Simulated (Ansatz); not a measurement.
NbC2 (MoSi2 or CaC2 type, I4/mmm) at seven volumes, DFT-PBEsol in the program Ansatz with PAW potentials, shape and atoms relaxed at each. One row is withheld.

```tsv
V (Å³/atom)	P (GPa)
8.859	29.34
9.151	17.88
9.443	8.17
9.735	0.00
10.027	-6.83
10.319	-12.46
10.611	?
```

**Question.** Fit the shown pressures and predict the withheld one.

**Answer.** Third-order Birch–Murnaghan: P = (3/2)B₀(x^(7/2) − x^(5/2))[1 + (3/4)(B′ − 4)(x − 1)] with x = (V₀/V)^(2/3). Least squares on the six rows gives V₀ = 9.736 Å³/atom, B₀ = 247.5 GPa, B′ = 4.83. At V = 10.611, x = 0.9442 and P = -17.31 GPa. The run itself gave -17.16 GPa.

The start of the workflow was typed in or built on a structure type; neither database checked (COD, Materials Project) lists it. Its standing as an ambient phase is unchecked. Symmetry was held in the PBEsol relaxation; its stability against distortions is not shown here. No spin polarisation was allowed. The volume moved by -30 % from the start of the relaxation. Its formation energy is positive at this level, so the cell may be metastable or incomplete.

Potentials: the later of the program's two PAW sets.
